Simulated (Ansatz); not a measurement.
Rb (bcc (W type), Im-3m) at seven volumes, PBE+D3(BJ) in the plane-wave PAW code Ansatz, scaled uniformly. One row is withheld.

| V (Å³/atom) | P (GPa) |
|---|---|
| 78.131 | ? |
| 80.706 | 0.22 |
| 83.282 | 0.10 |
| 85.858 | 0.00 |
| 88.434 | -0.09 |
| 91.009 | -0.17 |
| 93.585 | -0.23 |

Question: Fit the shown pressures and predict the withheld one.

Answer: P = (3/2)B₀(x^(7/2) − x^(5/2))[1 + (3/4)(B′ − 4)(x − 1)] with x = (V₀/V)^(2/3). Least squares on the six rows gives V₀ = 85.802 Å³/atom, B₀ = 3.2 GPa, B′ = 4.02. At V = 78.131, x = 1.0644 and P = 0.36 GPa. The run itself gave 0.35 GPa.

The cell was relaxed with PBE+D3(BJ) under the symmetry of its start. The pairwise dispersion correction was not fitted to metals.

Potentials: the later of the program's two PAW sets.
